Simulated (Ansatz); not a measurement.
A plane-wave DFT run in Ansatz 0.2.0 (scalar-relativistic PAW potentials unless the input names others): input and command.

```yaml
crystal:
  lattice:
    - [7.8356994895, 0.0, 0.0]
    - [-3.9178497447, 6.7859148143, 0.0]
    - [0.0, 0.0, 6.614602774]
  atoms:
    - { symbol: Tl, position: [0.248128681, 0.2792178801, 0.2579179646] }
    - { symbol: Tl, position: [0.7207821199, 0.9689108009, 0.5912512979] }
    - { symbol: Tl, position: [0.0310891991, 0.751871319, 0.9245846312] }
    - { symbol: Tl, position: [0.2792178801, 0.248128681, 0.7420820354] }
    - { symbol: Tl, position: [0.9689108009, 0.7207821199, 0.4087487021] }
    - { symbol: Tl, position: [0.751871319, 0.0310891991, 0.0754153688] }
    - { symbol: Cl, position: [0.4017690999, 0.0, 0.3333333333] }
    - { symbol: Cl, position: [0.0, 0.4017690999, 0.6666666667] }
    - { symbol: Cl, position: [0.5982309001, 0.5982309001, 0.0] }
basis:
  ecutwfc: 420
kpoints:
  mp_grid: { grid: [6, 6, 6] }
hamiltonian:
  xc: pbe
  hubbard: { sites: [{ species: Tl, l: f, u_eff: 4.0 }] }
scf:
  occupations: { method: gaussian, width: 0.1 }
  max_iter: 80
output:
  forces: true
  eigenvalues: true
  stress: true
```

```bash
ansatz run input.yaml --threads 1 --pin off --max-ram 2560MiB --backend cpu --events-out ev --progress --plain --runs-dir out
```

Question: What is wrong with this input?

Answer: The program refuses it, because of a U on a shell that isn't there (hamiltonian.hubbard: not typed → {"sites": [{"species": "Tl", "l": "f", "u_eff": 4.0}]}). Without that key it is accepted.

Abridged log:
```
Error: inconsistent input (hamiltonian.hubbard.sites[].l, hamiltonian.hubbard.sites[].shell): hamiltonian.hubbard: the Tl pseudopotential carries no l=3 pseudo-atomic shell — pick an l its table provides
```